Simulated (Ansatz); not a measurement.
ZnCu$_{2}$GeS$_{4}$:
```
CELL_PARAMETERS angstrom
      7.37803     0.00000     0.00000
      0.00000     6.42804     0.00000
      0.00000     0.00000     6.12818
ATOMIC_POSITIONS crystal
  Zn 0.50000 0.15698 0.99973
  Zn 0.00000 0.84302 0.49973
  Cu 0.74911 0.32963 0.50684
  Cu 0.75089 0.67037 0.00684
  Cu 0.25089 0.32963 0.50684
  Cu 0.24911 0.67037 0.00684
  Ge 0.50000 0.83304 0.49955
  Ge 0.00000 0.16696 0.99955
  S  0.50000 0.82053 0.86814
  S  0.00000 0.17947 0.36814
  S  0.50000 0.16351 0.37972
  S  0.00000 0.83649 0.87972
  S  0.75431 0.34017 0.87409
  S  0.74569 0.65983 0.37409
  S  0.24569 0.34017 0.87409
  S  0.25431 0.65983 0.37409
```

DFT-PBEsol in the program Ansatz with PAW potentials gives a gap of 0.51 eV without spin–orbit coupling, maximum at Γ, minimum at Γ.

What happens when spin–orbit coupling is switched on?

The gap hardly moves, to 0.51 eV; maximum on the Y–Γ line, 98 % of the way from Y, minimum at Γ.

Space group Pmn2_1. The first step of the workflow began from a Materials Project structure, measured or hypothetical; the Crystallography Open Database copy checked does not list it. With Zn and Ge taken as one species the cell has the higher symmetry Pmc2_1, so it may be an ordered model of a mixed-site phase. Its standing as an ambient phase is unchecked. The PBEsol relaxation kept the symmetry of its start; its stability against distortions is not shown here. The run is not spin-polarised.

Potentials: the later of the program's two PAW sets.
